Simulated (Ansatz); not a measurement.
Infrared lines of transverse zone-centre modes from the program Ansatz at the PBEsol level (PAW):

```csv
ω (cm⁻¹),relative intensity
265,91
316,100
318,82
```

Q: Pick the material that matches.
(A) InP, P4_2/mnm (In on 4g, P on 4f)
(B) In2TeO2, P-3m1 (In on 2d, Te on 1b, O on 2d)
(C) InAg2, cubic Laves (MgCu2 type)
(D) GaN, P4_2/mnm (Ga on 4g, N on 4f)

A: A, InP, P4_2/mnm (In on 4g, P on 4f)

The start of the workflow was typed in or built on a structure type; neither database checked (COD, Materials Project) lists it. It is not the phase usual at ambient conditions (space group No. 216). Symmetry was held in the PBEsol relaxation; its stability against distortions is not shown here. The volume moved by 20 % from the start of the relaxation.

Potentials: the earlier of the program's two PAW sets. The files were generated under PBE; for other functionals the program regenerates the frozen cores, and for LDA and PBEsol the local potential too.
